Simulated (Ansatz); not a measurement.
This run works on a proposed trial structure, not on a known crystal.

Input and command of a plane-wave DFT calculation in Ansatz:

```yaml
crystal:
  lattice:
    - [4.4278641397, 0.0, 0.0]
    - [0.0, 4.4278641397, 0.0]
    - [0.0, 0.0, 8.0302409222]
  atoms:
    - { symbol: Zn, position: [0.5, 0.0, 0.7283062093] }
    - { symbol: Zn, position: [0.0, 0.5, 0.2716937907] }
    - { symbol: Cd, position: [0.0, 0.5, 0.7545993151] }
    - { symbol: Cd, position: [0.5, 0.5, 0.5] }
    - { symbol: Cd, position: [0.5, 0.0, 0.2454006849] }
    - { symbol: Se, position: [0.0, 0.0, 0.0] }
basis:
  ecutwfc: 420
kpoints:
  mp_grid: { grid: [8, 8, 4] }
hamiltonian:
  xc: pbe
scf:
  occupations: { method: gaussian, width: 0.1 }
output:
  forces: true
  stress: true
  eigenvalues: true
relax:
  adjacent_minimum: "off"
  f_tol: 0.01
  max_steps: 30
  cell: { stress_tol: 0.1, fix: [volume] }
```

```bash
ansatz run input.yaml --threads 1 --pin off --max-ram 2560MiB --backend cpu --events-out ev --progress --plain --runs-dir out
```

Processor: AMD EPYC 7R43 64-Core Processor (Zen 3), 1 thread, on a host shared with other jobs.

Task: How long does it run, and how much memory does it take?

Result: About 2.1 min, peak memory 0.65 GiB. It solves 60 bands at 45 k points (after reduction by symmetry) with about 3107 plane waves, in 24 SCF iterations over 4 ionic steps.
